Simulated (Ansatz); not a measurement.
Question: Name crystals whose computed values (plane-wave PAW r²SCAN (Ansatz code)) fall in these windows: G_Hill (GPa) 57 to 72; B₀ by P(V) fit (GPa) 160 to 230.

Answer: 

```json
[
 {"crystal": "Ta, bcc (W type)", "G_Hill (GPa)": "65.7", "B₀ by P(V) fit (GPa)": "202"},
 {"crystal": "Cu, fcc (Cu type)", "G_Hill (GPa)": "58.0", "B₀ by P(V) fit (GPa)": "163"},
 {"crystal": "HfO2, P4_2/nmc (Hf on 2a, O on 4d)", "G_Hill (GPa)": "64.2", "B₀ by P(V) fit (GPa)": "191"},
 {"crystal": "Fe, bcc (W type)", "G_Hill (GPa)": "65.5", "B₀ by P(V) fit (GPa)": "176"},
 {"crystal": "Si2Ni, fluorite or antifluorite type", "G_Hill (GPa)": "59.7", "B₀ by P(V) fit (GPa)": "163"}
]
```
Others may fit too.

Spin orders computed, not proven ground states: Fe, bcc (W type) ferromagnetic. Not the usual ambient phase: HfO2, P4_2/nmc (Hf on 2a, O on 4d). Began spin-polarised and lost the moments: Si2Ni, fluorite or antifluorite type. All cells were relaxed under the symmetry of their starts (and spin orders); stability against distortions was not tested throughout. Rows with no word on spin ran without spin polarisation. Scalar-relativistic: spin–orbit coupling is off unless named, which matters more the heavier the elements.

Potentials: the later of the program's two PAW sets.
